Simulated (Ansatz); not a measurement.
**Notes on LaB₆**

```
La B
1.0
     4.13206    0.00000    0.00000
     0.00000    4.13206    0.00000
     0.00000    0.00000    4.13206
La B
1 6
Cartesian
  0.0000 0.0000 0.0000
  2.0660 2.0660 0.8351
  2.0660 2.0660 3.2970
  0.8351 2.0660 2.0660
  3.2970 2.0660 2.0660
  2.0660 0.8351 2.0660
  2.0660 3.2970 2.0660
```

Single point in Ansatz 0.2.0 with PBE, no spin polarisation. Cutoff 420 eV, PAW datasets, 8×8×8 Γ-centred k mesh, fermi-dirac filling (width 0.1 eV).

Q: Is there a gap?

A: It is a metal, with about 0.89 states/eV a cell as the mean within 0.25 eV of the Fermi level, mostly B p (43 %), La d (32 %) and La f (22 %).

Q: Give the Bader charges.

A: Bader charges in e: La +1.68, B -0.28. In the mean La gives up most and B takes most.

Q: Where is the largest force?

A: The largest is on B6 (and as large on other atoms): 0.67 eV/Å, components (0.00, -0.67, 0.00). It makes 0° with the line to a nearest neighbour, B7 at 1.67 Å, pointing towards it.

Q: What does the stress say?

A: The pressure is 3.6 GPa (compression positive), so with the atoms held at these fractions the cell would first expand.

Origin: a database entry at a rescaled volume. Caveats: f levels without a U or exact exchange are poorly placed.
